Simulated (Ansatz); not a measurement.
## Field gradients of Zn8Au5 from run to run

Cell of run 1: a structure deposited in the COD, atoms as given.

Space group I-43m (No. 217); a = 9.2700 Å.

```
site  Wyckoff  site symmetry       x       y       z
 Zn1       8c            .3m  0.1089  0.1089  0.1089
 Zn5      24g            ..m  0.3128  0.3128  0.0366
Au17       8c            .3m  0.3280  0.3280  0.3280
Au21      12e           2.mm  0.3558  0.0000  0.0000
```

One atom of each set is listed; the run and its k-mesh use a cell of 26 atoms with edges of 8.03, 8.03, 8.03 Å.

Relaxed positions (PBE, cell held):

Zn1 (0.1088, 0.1088, 0.1088)
Zn5 (0.3165, 0.3165, 0.0262)
Au17 (0.3119, 0.3119, 0.3119)
Au21 (0.3518, 0.0000, 0.0000)

All runs are DFT with Ansatz 0.2.0 (plane waves and PAW, scalar-relativistic unless spin–orbit coupling is named, Γ-centred meshes, Fermi–Dirac smearing where given) in this cell.

Run 1: PBE, atoms as given; 420 eV, 5×5×5 k-points, smearing 0.05 eV.
Run 2: PBE, atoms relaxed; 420 eV, 5×5×5 k-points, smearing 0.05 eV.
Run 3: r2SCAN, at the relaxed atoms; 500 eV, 5×5×5 k-points, smearing 0.05 eV.

```csv
run,Zn5 V_zz (η),Au17 V_zz (η),Au21 V_zz (η)
1,-4.02 (0.57),7.03 (0.00),13.54 (0.83)
```

The results of the other runs, out of order. V_zz in 10²¹ V/m²; 3 of the 4 sets of like atoms are followed.

```
result  Zn5 V_zz (η)  Au17 V_zz (η)  Au21 V_zz (η)
     A  -4.64 (0.59)   10.66 (0.00)   13.77 (0.87)
     B  -4.48 (0.62)    9.14 (0.00)   12.35 (0.93)
```

(1) Which result belongs to which run?

Results:

(1) A is run 3, B is run 2. Taken one at a time, the positions of the atoms (as given or relaxed) move the tensors on these sites by up to 2.12 (largest principal value of the change, on Au17), the functional (r2SCAN with its higher cutoff) by 1.52 (Au17). Without a gap such differences can lie within the error of the k-mesh, so this order isn't firm.

Leaving out spin–orbit coupling shifts gradients on Au by a few per cent in wide-gap crystals, and can shift them far more where the calculated gap is small or absent, as here. With these PAW files V_zz is typically within 2 to 3 % of all-electron values, but misses above 10 % occur on Au, Zn. In runs 1, 2, 3 there is no gap above 0.1 eV, so the gradients can move by 10 % or more with the k-mesh. In run 1 the atoms aren't at the calculated equilibrium (largest force 0.81 eV/Å). The cell isn't the equilibrium one in runs 1, 2 (calculated pressure 7, 6 GPa), and the entry's cell may itself be off.
